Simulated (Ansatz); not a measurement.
# Relaxation of Zn

Computed with DFT PBEsol, scalar-relativistic, plane waves, PAW in Ansatz 0.2.0. Settings: 420 eV cutoff, 18×18×18 k-mesh, Gaussian smearing of 0.10 eV, no spin polarisation.

What was changed in Hg: Hg → Zn on all its sites, cell and atoms relaxed.

Command:

```bash
ansatz run input.yaml --threads 1 --pin off --max-ram 1331MiB --backend cpu --events-out ev --progress --plain --runs-dir out
```

Input:

```yaml
crystal:
  lattice:
    - [-2.540046123, 2.540046123, 1.2473924985]
    - [2.540046123, -2.540046123, 1.2473924985]
    - [2.540046123, 2.540046123, -1.2473924985]
  atoms:
    - { symbol: Zn, position: [0.75, 0.25, 0.5] }
    - { symbol: Zn, position: [0.0, 0.0, 0.0] }
basis:
  ecutwfc: 420
kpoints:
  mp_grid: { grid: [18, 18, 18] }
hamiltonian:
  xc: pbesol
scf:
  occupations: { method: gaussian, width: 0.1 }
output:
  forces: true
  stress: true
  eigenvalues: true
relax:
  adjacent_minimum: "off"
  f_tol: 0.01
  max_steps: 60
  cell: { stress_tol: 0.1 }
```

F is the free energy. Steps run on the plane waves of an earlier cell, but the last one, and at times one on the way, on a freshly chosen basis, so a repeated geometry can differ a little in energy.

Steps:

```tsv
step	F − F(1) (eV)	largest force component (eV/Å)	V (Å³/atom)	P (GPa)
1	0.0000	0.000	16.096	-0.07
2	0.0000	0.000	16.088	-0.04
3	-0.0001	0.000	16.081	0.01
4	0.0000	0.000	16.081	0.01
```

Relaxed structure:

```
CELL_PARAMETERS angstrom
-2.54173 2.54173 1.24455
2.54173 -2.54173 1.24455
2.54173 2.54173 -1.24455
ATOMIC_POSITIONS crystal
Zn 0.75000 0.25000 0.50000
Zn 0.00000 0.00000 0.00000
```

The structure is tetragonal, space group I4_1/amd (No. 141). Conventional cell: a = 5.083 Å, b = 5.083 Å, c = 2.489 Å, α = 90.00°, β = 90.00°, γ = 90.00°. Zn (site symmetry -4m2) has 6 Zn at 2.49 to 2.62 Å as nearest neighbours.

The run converged. The run took about 110 core-seconds.